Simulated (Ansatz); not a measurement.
Sc:
```yaml
crystal:
  lattice:
    - [3.31343, 0.00000, 0.00000]
    - [-1.65672, 2.86952, 0.00000]
    - [0.00000, 0.00000, 10.53170]
  atoms:
    - { symbol: Sc, position: [0.00000, 0.00000, 0.00000] }
    - { symbol: Sc, position: [0.00000, 0.00000, 0.50000] }
    - { symbol: Sc, position: [0.33333, 0.66667, 0.25000] }
    - { symbol: Sc, position: [0.66667, 0.33333, 0.75000] }
```

Relaxed with r²SCAN.

### Question
Which orbitals make up the states near the Fermi level in r²SCAN (plane waves, PAW; program Ansatz)?

### Answer
Within 0.5 eV of the Fermi level: Sc 3d 86 %, outside the projected shells 10 %. Projections are on Löwdin-orthogonalised atomic valence shells; empty p or d shells of many metals are not among them.

### Question
Tabulate the density of states.

### Answer
States/eV per cell of 4 atoms, in 0.25 eV bins, energy from the Fermi level.

```tsv
E (eV)	total	Sc 3d	Sc 4s	Sc 3p
-5.60	0.00	0.00	0.00	0.00
-5.35	0.17	0.00	0.15	0.00
-5.10	0.31	0.00	0.29	0.00
-4.85	0.41	0.00	0.39	0.00
-4.60	0.51	0.01	0.47	0.01
-4.35	0.60	0.01	0.55	0.01
-4.10	0.69	0.03	0.63	0.01
-3.85	0.78	0.04	0.70	0.01
-3.60	0.88	0.07	0.77	0.02
-3.35	0.99	0.10	0.84	0.02
-3.10	1.11	0.16	0.91	0.02
-2.85	1.25	0.23	0.97	0.02
-2.60	1.42	0.33	1.03	0.02
-2.35	1.64	0.49	1.08	0.02
-2.10	1.95	0.74	1.12	0.02
-1.85	2.57	1.26	1.19	0.02
-1.60	3.20	1.94	1.12	0.02
-1.35	3.49	2.41	0.92	0.02
-1.10	3.71	2.81	0.70	0.02
-0.85	3.70	3.03	0.42	0.02
-0.60	3.24	2.85	0.15	0.02
-0.35	8.44	7.46	0.22	0.04
-0.10	7.65	6.42	0.23	0.04
0.15	7.24	5.96	0.26	0.03
0.40	3.78	3.44	0.09	0.01
0.65	4.28	3.91	0.08	0.01
0.90	8.14	7.23	0.30	0.02
1.15	8.60	7.43	0.36	0.02
1.40	5.83	5.07	0.23	0.01
1.65	5.20	4.89	0.14	0.00
```

Space group P6_3/mmc (dhcp (α-La type)). The start of the workflow was typed in or built on a structure type. Its sites differ from those of the usual phase in this space group: another stacking or structure type. The cell was relaxed with r²SCAN under the symmetry of its start; whether a distortion lowers the energy is not shown. The run is not spin-polarised.

Potentials: the earlier of the program's two PAW sets.
